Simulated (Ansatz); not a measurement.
A geometry of NbAs away from equilibrium: step 3 of the relaxation of a relaxed NbAs cell displaced along its unstable phonon at q = (½, 0, 0) of its primitive reciprocal cell (66i cm⁻¹), largest move 0.15 Å. The numbers are results of PBEsol (plane waves to 420 eV, PAW, scalar-relativistic; Ansatz, a program for electronic structure), not measurements. Γ-centred k-mesh 5×9×5 on the run's cell (coarser than for final values), Fermi–Dirac smearing 0.05 eV.

```xyz
8
Lattice="7.2462 0.0000 0.0000 0.0000 3.5883 0.0000 0.0000 0.0000 6.7094" Properties=species:S:1:pos:R:3 pbc="T T T"
As     0.0000     1.7941     0.0000
As     3.6231     1.7941     0.0000
As     1.8115     0.0000     3.6728
As     5.4346     0.0000     3.0367
Nb     0.2871     0.0000     1.6944
Nb     3.3360     0.0000     1.6944
Nb    -0.2871     0.0000     5.0150
Nb     3.9101     0.0000     5.0150
```

Task: Give the Cartesian forces on all atoms (eV/Å).

Result: 
| atom | Fx | Fy | Fz |
|---|---|---|---|
| As1 | 0.00 | 0.00 | 0.00 |
| As2 | 0.00 | 0.00 | 0.00 |
| As3 | 0.00 | 0.00 | 0.33 |
| As4 | 0.00 | 0.00 | -0.33 |
| Nb5 | 0.16 | 0.00 | 0.02 |
| Nb6 | -0.16 | 0.00 | 0.02 |
| Nb7 | -0.16 | 0.00 | -0.02 |
| Nb8 | 0.16 | 0.00 | -0.02 |

Task: What is the pressure?

Result: 0.0 GPa, compression positive.

No spin polarisation in the result.

The run could not lose the symmetry of its start, so the end can be a saddle point.

The end of the path is a generated cell of NbAs: the first start was made by placing the elements on the sites of a structure type, and the end was not matched to a known phase here, so it may be hypothetical.
